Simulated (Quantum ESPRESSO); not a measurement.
# Strain and stress in Ge7Ga

Calculated results; nothing here was measured. They come from pw.x of Quantum ESPRESSO 7.5, a plane-wave density functional program, with PseudoDojo standard norm-conserving files (v0.5 for PBE, v0.4.1 for LDA and PBEsol). The cells are made up: elements, strain and atom displacements were drawn at random, and nothing was relaxed. There is no spin polarisation, spin-orbit coupling or dispersion term.

The cell has 8 sites of a zincblende or diamond lattice. Sites 1 to 4 hold Ge Ge Ge Ge; sites 5 to 8 hold Ge Ga Ge Ge. Cell vectors in Å: (5.708, 0.019, -0.049); (0.019, 5.656, 0.051); (-0.049, 0.051, 5.687). Settings: PBE, cutoff 1088 eV, 6 x 6 x 6 k mesh shifted by half a step, Fermi-Dirac smearing of 0.1 eV.

Each run adds a strain along z to one cell, with the atoms carried along; the vectors above are those of run 4. Stress is positive in tension and P is minus a third of its trace. E is the free energy for each atom above the lowest run shown.

```
run  strain (%)  s_xx (GPa)  s_yy (GPa)  s_zz (GPa)  s_xy (GPa)  P (GPa)  E (meV/atom)
  1       -1.51       -5.53       -4.48       -5.94        1.68     5.32         21.66
  2       -1.10       -5.24       -4.22       -5.53        1.65     5.00         18.26
  4       -0.26       -4.67       -3.70       -4.70        1.60     4.36         12.09
  5        1.08       -3.82       -2.93       -3.42        1.51     3.39          4.27
  6        1.73       -3.43       -2.58       -2.82        1.47     2.94          1.36
  7        2.08       -3.23       -2.40       -2.50        1.45     2.71          0.00
  3       -0.58           ?           ?           ?           ?        ?             ?
```

A rerun of one of these cells at 1377 eV and k mesh 8 x 8 x 8 moved values by no more than 0.003 eV in the cell's energy, 0.06 GPa in stress and 0.010 eV/Å in force.

## Worked fit

A parabola through the six runs shown gives s_zz = -4.45 + 0.97 e - 0.015 e² GPa, with e in per cent and a scatter of 0.01 GPa. The slope is a stiffness of 97 ± 1 GPa for each unit of this strain at e = 0. The atoms are clamped, and relaxing them would in general lower it. The error is the larger of the fit's own and the change that a cubic makes, rounded up.

## Withheld run

Question: what s_zz should run 3 give?

The fit gives -5.02 GPa. The calculation gave -5.01 GPa.

```
run,strain (%),s_xx (GPa),s_yy (GPa),s_zz (GPa),s_xy (GPa),P (GPa),E (meV/atom)
3,-0.58,-4.88,-3.90,-5.01,1.62,4.60,14.31
```